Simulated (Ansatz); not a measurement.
This Sn2GeP2 structure is the end of a relaxation. The cell was found from a structure generator's guess, not taken from experiment.

Method: DFT PBE, scalar-relativistic, plane waves, PAW in Ansatz 0.2.0. Cutoff 420 eV, Γ-centred mesh, Gaussian smearing, no spin polarisation.

```xyz
5
Lattice="-2.7697 2.7697 3.7480 2.7697 -2.7697 3.7480 2.7697 2.7697 -3.7480" Properties=species:S:1:pos:R:3 pbc="T T T"
Sn    0.0000    2.7697    0.0000
Sn    2.7697    0.0000    0.0000
Ge    0.0000    0.0000    3.7480
P     0.0000    0.0000    6.3641
P     0.0000    0.0000    1.1319
```

Energies over the elements count from the elements' standard structures at the same level, with no fitted energy shifts. The references include grey tin and black phosphorus.

Problem. Find its symmetry and describe it.

Solution. I4/mmm (No. 139). Conventional cell: a = 5.539 Å, c = 7.496 Å. Around Sn lie 2 Ge at 2.77 Å and 4 P at 2.99 Å; Ge is surrounded by 2 P at 2.62 Å and 4 Sn at 2.77 Å; P is surrounded by 1 P at 2.26 Å, 1 Ge at 2.62 Å and 4 Sn at 2.99 Å.

Problem. What is its formation energy per atom?

Solution. +0.32 eV/atom. The separate elements lie lower, so it is unstable against them.

Problem. Is it a metal?

Solution. Yes, bands cross the Fermi level on the 10×10×10 mesh.

The last run used a 10×10×10 mesh for its 5-atom cell and Gaussian smearing of 0.10 eV. The reference form of P is held partly by dispersion forces, which this level lacks. A structure relaxed within its symmetry needn't be a true minimum. Another cell of Sn2GeP2 relaxed alike, in P-3m1, lies 273 meV/atom lower, so this cell isn't the stable form at this level.
